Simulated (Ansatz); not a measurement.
The cell below belongs to a search over invented structures; it isn't taken from experiment.

Input and command of a plane-wave DFT calculation in Ansatz:

```yaml
crystal:
  lattice:
    - [5.9078357924, 0.0, 0.0]
    - [0.0, 5.9078357924, 0.0]
    - [0.0, 0.0, 5.9078357924]
  atoms:
    - { symbol: Al, position: [0.0, 0.0, 0.0] }
    - { symbol: V, position: [0.5, 0.5, 0.5], spin: 2.03 }
    - { symbol: C, position: [0.1912216431, 0.1912216431, 0.1912216431] }
    - { symbol: C, position: [0.1912216431, 0.8087783569, 0.8087783569] }
    - { symbol: C, position: [0.8087783569, 0.1912216431, 0.8087783569] }
    - { symbol: C, position: [0.8087783569, 0.8087783569, 0.1912216431] }
    - { symbol: "N", position: [0.306319512, 0.306319512, 0.306319512] }
    - { symbol: "N", position: [0.306319512, 0.693680488, 0.693680488] }
    - { symbol: "N", position: [0.693680488, 0.306319512, 0.693680488] }
    - { symbol: "N", position: [0.693680488, 0.693680488, 0.306319512] }
basis:
  ecutwfc: 420
kpoints:
  mp_grid: { grid: [6, 6, 6] }
hamiltonian:
  xc: pbe
scf:
  occupations: { method: gaussian, width: 0.1 }
output:
  forces: true
  stress: true
  eigenvalues: true
  populations: true
  write_density: true
  write_potential: true
  elf: true
  volumetric_format: npy
magnetization:
  spin_polarized: true
relax:
  adjacent_minimum: "off"
  f_tol: 0.01
  max_steps: 80
  cell: { stress_tol: 0.05 }
```

```bash
ansatz run input.yaml --threads 1 --pin off --max-ram 2560MiB --backend cpu --events-out ev --progress --plain --runs-dir out
```

Processor: AMD EPYC 9R14 (Zen 4), 1 thread, on a host shared with other jobs.

Problem. Estimate time, memory and problem size.

Solution. About 72 s, peak memory 0.64 GiB. It solves 38 bands at 20 k points (after reduction by symmetry) with about 3959 plane waves (on the last cell), in 37 SCF iterations over 4 ionic steps.
